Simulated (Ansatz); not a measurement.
MoPt (CsCl type, Pm-3m) at seven volumes, the program Ansatz at the PBEsol level (PAW), scaled uniformly. One row is withheld.

```
V (Å³/atom)  P (GPa)
-----------  -------
14.090             ?
14.555         19.47
15.019          8.90
15.484         -0.01
15.948         -7.52
16.413        -13.82
16.877        -19.11
```

Task: Fit the shown pressures and predict the withheld one.

Result: Third-order Birch–Murnaghan: P = (3/2)B₀(x^(7/2) − x^(5/2))[1 + (3/4)(B′ − 4)(x − 1)] with x = (V₀/V)^(2/3). Least squares on the six rows gives V₀ = 15.483 Å³/atom, B₀ = 272.0 GPa, B′ = 4.76. At V = 14.090, x = 1.0649 and P = 32.11 GPa. The run itself gave 32.01 GPa.

The start of the workflow was typed in or built on a structure type; neither database checked (COD, Materials Project) lists it. Its standing as an ambient phase is unchecked. Symmetry was held in the PBEsol relaxation. At this level the phase is mechanically unstable. No spin polarisation was allowed. Its formation energy is positive at this level, so the cell may be metastable or incomplete. Scalar-relativistic: spin–orbit coupling is off unless named, which matters more the heavier the elements.

Potentials: the later of the program's two PAW sets.
